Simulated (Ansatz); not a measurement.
The relaxed structure here is a generated cell of TaSi2: the first start was made by a random draw of sites in a space group, and the end was not matched to a known phase here, so it may be hypothetical. Known forms of TaSi2 include space group No. 181.

One stationary structure of TaSi2. Space group I4/mmm (No. 139), AFLOW prototype AB2_tI6_139_a_e (C11_b, as in Si2Mo). All values below come from r2SCAN (plane waves to 500 eV, PAW, scalar-relativistic; Ansatz, an electronic-structure program).

```cif
data_Si4Ta2
_chemical_formula_sum 'Si4 Ta2'
_space_group_name_H-M_alt 'I4/mmm'
_space_group_IT_number 139
_space_group_name_Hall '-I 4 2'
_cell_length_a 3.26709
_cell_length_b 3.26709
_cell_length_c 8.15192
_cell_angle_alpha 90.000
_cell_angle_beta 90.000
_cell_angle_gamma 90.000
loop_
_atom_site_label
_atom_site_type_symbol
_atom_site_symmetry_multiplicity
_atom_site_Wyckoff_symbol
_atom_site_fract_x
_atom_site_fract_y
_atom_site_fract_z
_atom_site_occupancy
Si1 Si 4 e 0.00000 0.00000 0.33170 1
Ta1 Ta 2 a 0.00000 0.00000 0.00000 1
```
(The calculation used a cell of 3 atoms; values per cell refer to that cell.)

```yaml
volume_per_atom: 14.50 Å³
band_gap: zero (metallic)
shortest_distances: Si–Si 2.67 Å; Si–Ta 2.69 Å; Ta–Ta 3.27 Å
k-mesh: 20×20×20
```

Band energies at high-symmetry points (eV from the Fermi level; labels of this space group; no spin-orbit coupling), from −5 eV up to 4.0 eV:

```
point                              energies
-----  ------------------------------------
Γ         -3.38 -1.71 -1.62 -1.62 2.75 3.53
X              -4.96 -4.00 -2.03 -0.72 3.24
P                    -2.29 -1.31 -1.31 0.89
N         -4.65 -4.06 -1.41 -1.20 1.36 3.62
M      -2.28 -1.26 0.01 0.01 1.17 1.17 2.95
S               -1.66 -1.55 -1.13 1.45 3.11
S0              -1.66 -1.55 -1.13 1.45 3.11
R              -4.14 -3.40 -1.89 -1.08 2.68
```

No spin polarisation in the result. The relaxed primitive cell holds an odd number of electrons. A magnetic state may lie lower.

It was reached from a disturbed copy of a R-3m (No. 166) cell, against which it lies -0.73 eV/atom.
